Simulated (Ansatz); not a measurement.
Ansatz (an electronic-structure program) input:

Ansatz 0.2 input:
```yaml
crystal:
  lattice:
    - [3.97019917, 0.0, 0.0]
    - [0.0, 3.97019917, 0.0]
    - [0.0, 0.0, 3.97019917]
  atoms:
    - { symbol: Ba, position: [0.5, 0.5, 0.5] }
    - { symbol: Ti, position: [0.0, 0.0, 0.0] }
    - { symbol: O, position: [0.5, 0.0, 0.0] }
    - { symbol: O, position: [0.0, 0.5, 0.0] }
    - { symbol: O, position: [0.0, 0.0, 0.5] }
kpoints:
  mp_grid: { grid: [7, 7, 7] }
hamiltonian:
  xc: pbesol
  pseudopotentials: { azcp: { folder: ./paw }, kind: paw }
scf:
  occupations: { method: fixed }
dielectric: {}
```

Output (shortened):

```
Pseudopotential: Ba, paw, valence charge 10
Pseudopotential: Ti, paw, valence charge 12
Pseudopotential: O, paw, valence charge 6
Functional definition: PBEsol
Crystal: 5 atoms, lattice volume = 62.580 Å³
Basis set: ecut = 420 eV, 1237 PW (Γ), exchange–correlation on 54×54×54 points (8 copies of the dense FFT grid, shifted against one another)
Bands: 25, of which v1, the nominal top of the filled ones, is band 20 counted from 1 (19 counted from 0)
Symmetry: 48 space group operations
k-points: 40 of 343 (irreducible under 8 space group operations, time reversal used)
SCF iter   1: F=—  HF=-10028.074525 eV  |F-HF|=—  |Δ(HF+E_count)|=         —  Δρ=5.64e-2  dr2=2.12e0  ethr=3.10e-3  ⟨swp⟩=4.7  Hψ=3884  notcnv=0  defer=88
preconditioner: auto → Resta (q_TF=auto, 2.532 Å⁻¹)
SCF iter   2: F=—  HF=-10027.686967 eV  |F-HF|=—  |Δ(HF+E_count)|=   3.88e-1  Δρ=2.35e-2  dr2=4.50e-1  ethr=3.10e-3  ⟨swp⟩=2.6  Hψ=1901  notcnv=0  defer=44
SCF iter   3: F=—  HF=-10027.628943 eV  |F-HF|=—  |Δ(HF+E_count)|=   5.80e-2  Δρ=8.73e-3  dr2=4.86e-2  ethr=1.13e-3  ⟨swp⟩=2.0  Hψ=1650  notcnv=0  defer=82
SCF iter   4: F=—  HF=-10027.632442 eV  |F-HF|=—  |Δ(HF+E_count)|=   3.50e-3  Δρ=9.80e-3  dr2=5.98e-2  ethr=1.22e-4  ⟨swp⟩=2.4  Hψ=1886  notcnv=0  defer=88
SCF iter   5: F=—  HF=-10027.622127 eV  |F-HF|=—  |Δ(HF+E_count)|=   1.03e-2  Δρ=1.41e-3  dr2=8.89e-4  ethr=1.22e-4  ⟨swp⟩=2.0  Hψ=1456  notcnv=0  defer=95
SCF iter   6: F=—  HF=-10027.622581 eV  |F-HF|=—  |Δ(HF+E_count)|=   4.53e-4  Δρ=1.93e-4  dr2=2.29e-5  ethr=2.22e-6  ⟨swp⟩=2.0  Hψ=1638  notcnv=0  defer=112
SCF iter   7: F=—  HF=-10027.622592 eV  |F-HF|=—  |Δ(HF+E_count)|=   1.11e-5  Δρ=6.63e-5  dr2=2.55e-6  ethr=5.73e-8  ⟨swp⟩=2.1  Hψ=1585  notcnv=0  defer=45
SCF iter   8: F=—  HF=-10027.622590 eV  |F-HF|=—  |Δ(HF+E_count)|=   1.24e-6  Δρ=1.04e-5  dr2=5.80e-8  ethr=6.37e-9  ⟨swp⟩=1.9  Hψ=1274  notcnv=0  defer=40
SCF iter  11: F=-10027.622590 eV  HF=-10027.622590 eV  |F-HF|=0.00e0  |Δ(HF+E_count)|=  1.46e-11  Δρ=8.22e-8  dr2=4.62e-12  ethr=1.00e-12  ⟨swp⟩=7.7  Hψ=3686  notcnv=0
SCF 1 converged in 11 iterations: F = -10027.622590 eV  dr2 = 4.62e-12
NSCF: frozen V_eff on 5 k-points
DFPT response loops at Γ: preconditioner auto → none (the input reference at scf.mixing.eps_inf says where Resta's filter doesn't serve); β = 0.50 …
── the response to a field inside a basis, on 8×8×8 k-points: an SCF that follows is theirs, and a resumed run solves both again ──
Crystal: 5 atoms, lattice volume = 62.580 Å³
Bands: 21, of which v1, the nominal top of the filled ones, is band 20 counted from 1 (19 counted from 0)
k-points: 20 of 512
SCF iter   1: F=—  HF=-10027.610179 eV  |F-HF|=—  |Δ(HF+E_count)|=         —  Δρ=2.45e-4  dr2=9.29e-6  ethr=1.00e-1
preconditioner: auto → Resta (q_TF=auto, 2.532 Å⁻¹)
SCF iter   2: F=—  HF=-10027.610180 eV  |F-HF|=—  |Δ(HF+E_count)|=   1.77e-6  Δρ=1.14e-4  dr2=4.57e-6  ethr=2.32e-8
SCF iter   3: F=—  HF=-10027.610181 eV  |F-HF|=—  |Δ(HF+E_count)|=   7.92e-7  Δρ=6.41e-5  dr2=9.97e-7  ethr=1.14e-8
SCF iter   4: F=-10027.610181 eV  HF=-10027.610181 eV  |F-HF|=3.22e-10  |Δ(HF+E_count)|=   1.58e-7  Δρ=1.08e-5  dr2=6.09e-8  ethr=2.49e-9
SCF 1 converged in 4 iterations: F = -10027.610181 eV  dr2 = 6.09e-8
DFPT response loops at Γ: mixed as the last ones told, above
SCF converged after 11 iterations
Free energy (F): -10027.622590 eV
Harris-Foulkes:  -10027.622590 eV  (|F-HF|=0.00e0)
Internal energy: -10027.622590 eV  (E = F + TS)
E sigma→0 (E₀):  -10027.622590 eV
Fermi energy:    10.406097 eV
--- Per-component energies (eV) ---
  E_band       = -131.082010
  E_kinetic    = 945.856811
  E_local      = -2139.842162  (includes V_loc(G=0)·N_el)
  E_nonlocal   = 310.765092
  E_hartree    = 821.922464
  E_xc         = -527.762439
  E_vxc        = -550.528489  (∫ρ·V_xc dr)
  E_paw        = -6595.140395  (= ΣΔE_a)
  E_vpaw       = -341.180380  (= ΣTr[D̂ρ^β])
  E_aug_tail   = 0.002221  (compensation charges beyond the density's cutoff)
  E_ewald      = -2843.820868
  E_core_change = 0.396686  (= ΣΔE_core)
  E_smearing   =  0.000000  (= −TS)
  E_closure    = 0.000000  (closes the sum)
  Σ components = -10027.622590   (vs F -10027.622590, Δ=0.00e0)
  [band-id]    e_kinetic+e_local+e_nonlocal+2·e_hartree+e_vxc+e_vpaw+e_augmentation_tail = -131.081979   (vs E_band -131.082010, Δ=3.15e-5)
--- Band table (eV; the first three rows and the last of 40) ---
  k-point 0: bands = ["-45.6943", "-22.0505", "-22.0505", "-22.0505", "-14.0546", "-6.3381", "-5.6672", "-5.6672", "0.7435", "0.7435", "0.7435", "8.2072", "8.2072", "8.2072", "9.3049", "9.3049", "9.3049", "10.3994", "10.3994", "10.3994", "12.2909", "12.2909", …
  k-point 1: bands = ["-45.6941", "-22.0616", "-22.0500", "-22.0500", "-14.0284", "-6.3578", "-5.6604", "-5.6445", "0.7785", "0.7785", "0.8360", "7.8580", "8.1418", "8.1418", "9.0818", "9.0818", "9.1280", "9.8893", "10.2475", "10.2475", "12.3166", "12.7145", …
  k-point 2: bands = ["-45.6938", "-22.0865", "-22.0489", "-22.0489", "-13.9684", "-6.4755", "-5.6451", "-5.5035", "0.8599", "0.8599", "1.0410", "7.0933", "7.9244", "7.9244", "8.7621", "8.7621", "8.7782", "9.0734", "9.9918", "9.9918", "12.3759", "13.4978", …
  k-point 39: bands = ["-45.6921", "-22.0993", "-22.0991", "-22.0991", "-13.7578", "-5.4963", "-5.4091", "-5.4091", "0.0125", "0.0125", "0.1355", "6.0500", "6.6494", "6.6494", "7.9227", "8.1199", "8.1199", "10.3266", "10.3266", "10.4061", "14.7493", …
--- Dielectric response (ions clamped): 3 representative field directions + reference, inside a basis on a mesh of 512 k-points (Σ response iterations 15) ---
  ε∞ (high-frequency dielectric tensor):
        6.728736     0.000000     0.000000
        0.000000     6.728736     0.000000
        0.000000     0.000000     6.728736
  Born effective charges Z* (e; rows j = field, columns β = displacement):
    site 0:
         2.77778    0.00000    0.00000
         0.00000    2.77778    0.00000
         0.00000    0.00000    2.77778
    site 1:
         7.34184    0.00000    0.00000
         0.00000    7.34184    0.00000
         0.00000    0.00000    7.34184
    site 2:
        -5.80552    0.00000    0.00000
         0.00000   -2.15705    0.00000
         0.00000    0.00000   -2.15705
    site 3:
        -2.15705    0.00000    0.00000
         0.00000   -5.80552    0.00000
         0.00000    0.00000   -2.15705
    site 4:
        -2.15705    0.00000    0.00000
         0.00000   -2.15705    0.00000
         0.00000    0.00000   -5.80552
  Z* charge neutrality: 1.941e-3 e pre-enforcement
  solved inside a basis spanned on kpoints, on 8×8×8 k-points, its susceptibility summed on 12×12×12: ε∞ is read to err by 2.1e-2, Z* by 3.0e-2 e (field_mesh …
```

Cost: about 30 core-seconds (a rough figure) on shared cores.

Space group Pm-3m (cubic perovskite). This is a known high-temperature phase of the composition, computed here at zero pressure and temperature. Symmetry was held in the PBEsol relaxation; its stability against distortions is not shown here. No spin polarisation was allowed. Scalar-relativistic: spin–orbit coupling is off unless named, which matters more the heavier the elements.

Potentials: the earlier of the program's two PAW sets. The files were generated under PBE; for other functionals the program regenerates the frozen cores, and for LDA and PBEsol the local potential too.

Ansatz is a plane-wave DFT program.
